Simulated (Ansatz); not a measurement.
Data:

Relaxed ZrB2 (AlB2 type, space group P6/mmm):

```xyz
6
Lattice="6.3429 0.0000 0.0000 -1.5857 2.7465 0.0000 0.0000 0.0000 3.5413" Properties=species:S:1:pos:R:3 pbc="T T T"
Zr     0.0000     0.0000     0.0000
Zr     3.1714     0.0000     0.0000
B      0.0000     1.8310     1.7707
B      3.1714     1.8310     1.7707
B      1.5857     0.9155     1.7707
B      4.7571     0.9155     1.7707
```

A phonon eigenvector at M = (0.5, 0.0, 0.0) is frozen into this cell: atom i moves by Q times the vector below, so Q is the largest atomic displacement, in Å. The cell is held. (q is in reciprocal vectors of the primitive cell; the cell shown is doubled to hold the pattern.)

```tsv
atom	x	y	z
Zr1	0.026	0.015	0.000
Zr2	-0.026	-0.015	0.000
B3	0.866	0.500	0.000
B4	-0.866	-0.500	0.000
B5	-0.866	-0.500	0.000
B6	0.866	0.500	0.000
```

These are PBE (plane waves to 420 eV, PAW, scalar-relativistic; Ansatz, a program for electronic structure) values and carry that method's errors. k mesh 17×17×13 (Γ-centred), Fermi-Dirac smearing 0.05 eV. Energies are smeared free energies. With partly filled bands, energies and forces of such displacements shift with the k mesh and the smearing. ZrB2 is run without spin polarisation. ZrB2 was relaxed with its symmetry unable to fall. The zero of ΔE is the undisplaced structure.

The scan covers Q from -0.180 to 0.180 Å in 13 points.

Question: Which space group does the distorted structure have?

Answer: Pmma (No. 51), lowered from P6/mmm.

Question: What is the energy change at Q = 0.180 Å?

Answer: 1291 meV/cell.

Question: What harmonic wavenumber does the curvature at Q = 0 give?

Answer: 721 cm⁻¹.

(A displaced cell: forces are minus the slopes of the energy, force constants its curvatures, and phonons follow from these.)
